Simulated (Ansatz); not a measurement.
## Property card for AlNi$_{3}$

AlNi3:
```
CELL_PARAMETERS angstrom
      0.00000     2.79841     2.79841
      2.79841     0.00000     2.79841
      2.79841     2.79841     0.00000
ATOMIC_POSITIONS crystal
  Al 0.50000 0.50000 0.50000
  Ni 0.25000 0.25000 0.25000
  Ni 0.75000 0.75000 0.75000
  Ni 0.00000 0.00000 0.00000
```

Space group Fm-3m (No. 225); conventional cell a = b = c = 5.597 Å, α = β = γ = 90.00°.

Method: plane-wave PAW PBEsol (Ansatz code). The cell and atoms are relaxed at this level. Other levels are named where they apply.

Cell and energy:

- Volume per atom: 10.96 Å³
- Density: 7.69 g/cm³
- Formation energy from the elements (no fitted shifts): -382 meV/atom

Electronic structure:

- Electronic character = metallic (no gap)
- Density of states at the Fermi level = 0.62 states/eV per atom (mean over ±0.08 eV)

Mechanics:

- Bulk modulus (Birch–Murnaghan fit) = 201 GPa
- Pressure derivative B′ = 4.6
- Elastic constants (relaxed ions, GPa) = C11 = 183, C12 = 210, C44 = 153
- Mechanical stability = unstable (C has a negative eigenvalue)

Phonons:

Highest zone-centre frequency: 334 cm⁻¹
Zone-centre stability: no imaginary mode at Γ

The first step of the workflow began from a Materials Project structure, measured or hypothetical; the Crystallography Open Database copy checked does not list it. With Al and Ni taken as one species the cell has the higher symmetry Im-3m, so it may be an ordered model of a mixed-site phase. It is not the phase usual at ambient conditions (space group No. 221). The cell was relaxed with PBEsol under the symmetry of its start. The run is not spin-polarised. As this level gives no gap, shear constants depend on the k-mesh and smearing (Fermi–Dirac, 0.1 eV here). As this level gives no gap, phonon frequencies hold no LO–TO term and depend on the k-mesh and smearing (Fermi–Dirac, 0.1 eV here). The references are the lowest solids computed at this level, not always the standard phases.

Potentials: the later of the program's two PAW sets.
